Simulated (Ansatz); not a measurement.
**MnAl$_{3}$: energy against total moment**

Method: DFT PBE, scalar-relativistic, plane waves, PAW in Ansatz 0.2.0.

```
Al Mn
1.0
     0.00000    3.03935    3.03935
     3.03935    0.00000    3.03935
     3.03935    3.03935    0.00000
Al Mn
3 1
Direct
  0.25000 0.25000 0.25000
  0.75000 0.75000 0.75000
  0.50000 0.50000 0.50000
  0.00000 0.00000 0.00000
```

- plane-wave cutoff: 420 eV
- Γ-centred k-mesh: 12×12×12
- occupation rule: Gaussian smearing, 0.1 eV

The total moment of the cell is held at each value, at fixed atoms.

Site moments are spin moments in atom-centred spheres that scale with the neighbour distance.

```
held moment (μB/cell) E above lowest (meV/atom) P (GPa) site moments (μB)
                 0.00                          ?        ?                                  ?
                 0.62                       13.1     -1.9                           Mn +0.69
                 1.25                        0.0     -0.6                           Mn +1.31
                 1.88                          ?        ?                                  ?
                 2.50                       22.7      4.9                           Mn +2.33
                 3.12                       48.8      8.2                 Al +0.07, Mn +2.75
                 3.75                       99.4     11.5                 Al +0.12, Mn +3.11
                 4.38                          ?        ?                                  ?
                 5.00                      308.0     18.7  Al +0.15 (×2), Al +0.23, Mn +3.66
```

Task: Fill in the withheld rows.

Result: The withheld rows:

```json
{"held moment (μB/cell)": "0.00", "E above lowest (meV/atom)": "19.2", "P (GPa)": "-2.3", "site moments (μB)": "none over 0.05"}
{"held moment (μB/cell)": "1.88", "E above lowest (meV/atom)": "3.1", "P (GPa)": "1.6", "site moments (μB)": "Mn +1.83"}
{"held moment (μB/cell)": "4.38", "E above lowest (meV/atom)": "188.2", "P (GPa)": "15.0", "site moments (μB)": "Al +0.09 (×2), Al +0.17, Mn +3.41"}
```

Cost: 9 runs of about 1.2 core-minutes in all, on Intel Xeon Platinum 8488C (Sapphire Rapids) (shared hosts).